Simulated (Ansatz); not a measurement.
Bi$_{2}$H$_{3}$NSe$_{3}$:
```
Bi2H3NSe3
1.0
    4.14447     0.00000     0.00000
   -2.07223     3.58921     0.00000
    0.00000     0.00000    12.31520
Se Bi N H
3 2 1 3
Cartesian
  0.00000   2.39281   0.13538
  0.00000   0.00000   3.60330
  2.07223   1.19640   7.12282
  2.07223   1.19640   1.72758
  0.00000   2.39281   5.58442
  0.00000   0.00000   9.63413
  0.81047   0.46793  10.04567
  3.33400   0.46793  10.04567
  2.07223   2.65336  10.04567
```

Relaxed with PBE+D3(BJ).

Problem. Decompose the optical modes at the zone centre into irreducible representations, and say which are infrared and Raman allowed.

Solution. Point group 3m: Γ_opt = 7A1 + A2 + 8E. Infrared: A1, E. Raman: A1, E.

Problem. Assign frequencies (DFPT, PBE+D3(BJ) in the plane-wave PAW code Ansatz; without the LO–TO term).

Solution. E 288i, A2 231i, E 40, E 60, A1 68, E 94, A1 120, E 131, E 138, A1 156, A1 176, A1 184, A1 1076, E 1600, A1 3375, E 3494 cm⁻¹.

Space group P3m1. The cell is a constructed one: a structure type filled with these elements; neither database checked (COD, Materials Project) lists it. Its standing as an ambient phase is unchecked. Symmetry was held in the PBE+D3(BJ) relaxation. At this level the phase is dynamically unstable (imaginary phonons). Scalar-relativistic: spin–orbit coupling is off unless named, which matters more the heavier the elements.

Potentials: the later of the program's two PAW sets.
